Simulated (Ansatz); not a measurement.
Level of theory: DFT, BLYP, plane waves (420 eV) with PAW, scalar-relativistic (Ansatz 0.2.0). (PAW data from PBE, frozen cores regenerated.)

An element in the dhcp structure gives this curve. The cell is scaled uniformly from the relaxed one, with fractional coordinates and shape fixed. Energies are extrapolated to zero smearing, pressures are those at the given smearing. Magnetic state: spin not included.

```
V (Å³/atom)  E − E₀ (meV/atom)  P (GPa)
     13.175              288.3    58.93
     13.774              116.4    34.49
     14.372               25.9    15.15
     14.971               -0.1    -0.14
     15.570               24.9   -12.21
     16.169               90.0   -21.70
     16.768              186.5   -29.11
```

(1) Which element is it?
A. molybdenum
B. osmium
C. vanadium
D. phosphorus

Results:

(1) B. Its fit is V₀ = 14.95 Å³/atom, B₀ = 340 GPa, B₀′ = 4.9.
